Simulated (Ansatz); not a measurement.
Ba₂CdMoO₆:
```
Ba2CdMoO6
1.0
    0.00000     4.17413     4.17413
    4.17413     0.00000     4.17413
    4.17413     4.17413     0.00000
Ba Cd Mo O
2 1 1 6
Direct
  0.25000   0.25000   0.25000
  0.75000   0.75000   0.75000
  0.50000   0.50000   0.50000
  0.00000   0.00000   0.00000
  0.77043   0.22957   0.22957
  0.22957   0.77043   0.77043
  0.22957   0.77043   0.22957
  0.77043   0.22957   0.77043
  0.22957   0.22957   0.77043
  0.77043   0.77043   0.22957
```

r²SCAN (plane waves, PAW; program Ansatz) gives a gap of 2.67 eV without spin–orbit coupling, maximum at L, minimum at X.

Question: What happens when spin–orbit coupling is switched on?

Answer: The gap falls by 0.03 eV, to 2.64 eV; maximum at L, minimum at X.

Question: Give the electron effective mass with spin–orbit coupling.

Answer: 1.7, 1.7, 2.4 mₑ (principal values).

Question: Give the hole effective mass with spin–orbit coupling.

Answer: 0.62, 0.62, 1.00 mₑ (principal values).

Space group Fm-3m. The workflow started from a Materials Project entry (that database holds measured and hypothetical structures alike); the Crystallography Open Database copy checked does not list it. Whether it is the stable phase at ambient conditions was not checked. The r²SCAN relaxation kept the symmetry of its start; its stability against distortions is not shown here. The run is not spin-polarised. No Hubbard U is applied.

Potentials: the later of the program's two PAW sets.
